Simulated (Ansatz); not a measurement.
HfN:
```yaml
crystal:
  lattice:
    - [-1.49506, 1.49506, 5.41915]
    - [1.49506, -1.49506, 5.41915]
    - [1.49506, 1.49506, -5.41915]
  atoms:
    - { symbol: Hf, position: [0.00444, 0.00444, 0.00000] }
    - { symbol: Hf, position: [0.75444, 0.25444, 0.50000] }
    - { symbol: N, position: [0.41156, 0.41156, 0.00000] }
    - { symbol: N, position: [0.16156, 0.66156, 0.50000] }
```

Relaxed with PBE. Special points in fractions of this cell's reciprocal vectors: Γ (0.000, 0.000, 0.000); X (0.000, 0.000, 0.500); P (0.250, 0.250, 0.250); N (0.000, 0.500, 0.000); M (0.500, 0.500, -0.500); S (0.269, 0.731, -0.269); S0 (-0.269, 0.269, 0.269); R (-0.038, 0.038, 0.500); G (0.500, 0.500, -0.038).

Question: List the band energies nearest the Fermi level at these points for DFT-PBE in the program Ansatz with PAW potentials.

Answer: In eV from the Fermi level; about four levels below and three above (degenerate sets whole), none deeper than 8.9 eV; points with the same levels are listed once.

```
k                    below                above
-  -----------------------  -------------------
Γ  -2.33 -2.33 -1.62 -1.52       2.27 2.65 3.73
X  -5.40 -5.40 -3.62 -3.62  0.47 0.47 4.51 4.51
P  -5.18 -5.18 -3.75 -3.75  0.51 0.51 4.50 4.50
N  -3.72 -2.90 -2.74 -1.15       0.28 3.01 3.25
M  -2.15 -2.15 -1.84 -1.84  3.80 3.80 5.21 5.21
S  -3.68 -2.96 -2.76 -1.24       0.54 2.66 3.21
R  -5.35 -5.35 -3.60 -3.60  0.46 0.46 4.47 4.47
```

Space group I4_1md. A made-up cell: these elements were put on the sites of a structure type; neither database checked (COD, Materials Project) lists it. It is not the phase usual at ambient conditions (space group No. 225). The cell was relaxed with PBE under the symmetry of its start; whether a distortion lowers the energy is not shown. The run is not spin-polarised. Scalar-relativistic: spin–orbit coupling is off unless named, which matters more the heavier the elements.

Potentials: the later of the program's two PAW sets.
